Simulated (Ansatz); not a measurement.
YTaN3:
Space group Pm-3m (No. 221); a = b = c = 4.030 Å, α = β = γ = 90.00°

```json
[
 {"atom": "Y", "site": "1a", "symmetry": "m-3m", "x": "0.0000", "y": "0.0000", "z": "0.0000"},
 {"atom": "Ta", "site": "1b", "symmetry": "m-3m", "x": "0.5000", "y": "0.5000", "z": "0.5000"},
 {"atom": "N", "site": "3c", "symmetry": "4/mm.m", "x": "0.0000", "y": "0.5000", "z": "0.5000"}
]
```

Relaxed with r²SCAN.

Problem. Tabulate the valence density and the electron localisation function along the shortest Y–Ta contact (3.49 Å), plane-wave PAW r²SCAN (Ansatz code).

Solution. 

| distance from Y (Å) | density (e/Å³) | ELF |
|---|---|---|
| 0.35 | 3.47 | 0.73 |
| 0.52 | 3.13 | 0.86 |
| 0.70 | 2.02 | 0.87 |
| 0.87 | 0.98 | 0.77 |
| 1.05 | 0.40 | 0.42 |
| 1.22 | 0.18 | 0.10 |
| 1.40 | 0.11 | 0.05 |
| 1.57 | 0.10 | 0.07 |
| 1.75 | 0.11 | 0.10 |
| 1.92 | 0.13 | 0.10 |
| 2.09 | 0.15 | 0.09 |
| 2.27 | 0.21 | 0.07 |
| 2.44 | 0.38 | 0.11 |
| 2.62 | 0.95 | 0.41 |
| 2.79 | 2.39 | 0.72 |
| 2.97 | 4.19 | 0.76 |
| 3.14 | 4.83 | 0.53 |

The density is the valence pseudo-density with augmentation charge, so density and ELF within about 1 Å of a nucleus are not all-electron values.

The start of the workflow was typed in or built on a structure type; neither database checked (COD, Materials Project) lists it. Its standing as an ambient phase is unchecked. The r²SCAN relaxation kept the symmetry of its start; its stability against distortions is not shown here. The run is not spin-polarised. Spin–orbit coupling is left out wherever it is not named.

Potentials: the earlier of the program's two PAW sets.
